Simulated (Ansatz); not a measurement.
Theory: DFT PBE, scalar-relativistic, plane waves, PAW (Ansatz). Settings: cutoff 420 eV, Γ-centred meshes spaced at most about 0.3 Å⁻¹, and about 0.25 Å⁻¹ or finer for metals (2π included), Gaussian smearing. No spin polarisation in the final relaxations.

These are static total energies at zero pressure. All come from trial cells, and lower structures may exist.

Task: Which of these relaxed structures of MgBe2Te2O is the lowest in energy?
A. Space group P-4m2 (No. 115), tetragonal, a = 3.331 Å, c = 10.560 Å. Mg is surrounded by 4 O at 2.36 Å; Be is surrounded by 5 Te at 2.43–2.54 Å and 4 Be at 2.79 Å; Te has 5 Be at 2.43–2.54 Å; O is surrounded by 4 Mg at 2.36 Å.
B. Space group P-3m1 (No. 164), trigonal, a = 3.951 Å, c = 7.808 Å. Mg has 6 Be at 2.76 Å and 6 Te at 3.25 Å; around Be lie 3 Te at 2.41 Å, 3 Mg at 2.76 Å and 3 O at 3.28 Å; Te has 3 Be at 2.41 Å, 3 O at 2.78 Å and 3 Mg at 3.25 Å; O is surrounded by 6 Te at 2.78 Å and 6 Be at 3.28 Å.
C. Space group P4mm (No. 99), tetragonal, a = 3.679 Å, c = 10.108 Å. Mg is surrounded by 4 Te at 2.76 Å and 1 Te at 3.07 Å; around Be lie 2 O at 1.90 Å and 2 Te at 2.43 Å; Te on its first site is surrounded by 4 Mg at 2.76 Å; around O lie 4 Be at 1.90 Å; 1 more site not described.
D. Space group P4/mmm (No. 123), tetragonal, a = 3.638 Å, c = 7.669 Å. Mg has 8 Te at 3.13 Å; Be is surrounded by 2 O at 1.82 Å, 4 Be at 2.57 Å and 4 Te at 2.75 Å; Te is surrounded by 4 Be at 2.75 Å and 4 Mg at 3.13 Å; O has 4 Be at 1.82 Å.

Result: C. It has space group P4mm (No. 99); the next, D, with space group P4/mmm (No. 123), lies 28 meV/atom higher. Counting O or Te atoms around Be and Mg (for each partner element, those within 1.25 times its shortest distance or 1.15 times the sum of covalent radii, where it is the nearest in units of that sum or under 1.3; a plus sign parts groups by distance over the sum of covalent radii), the lowest has Mg 5, Be 2+2 and the next has Mg 8, Be 6.

Weakly bound directions are ill-defined at this level, which has no dispersion term (P4mm, P-4m2, P-3m1), and this can change margins and order among such cells. These runs have no spin–orbit coupling, which can matter for Te. Cells relaxed within their symmetry can be saddle points. Some candidate types were left out of the draw beforehand, so a known form may be missing.
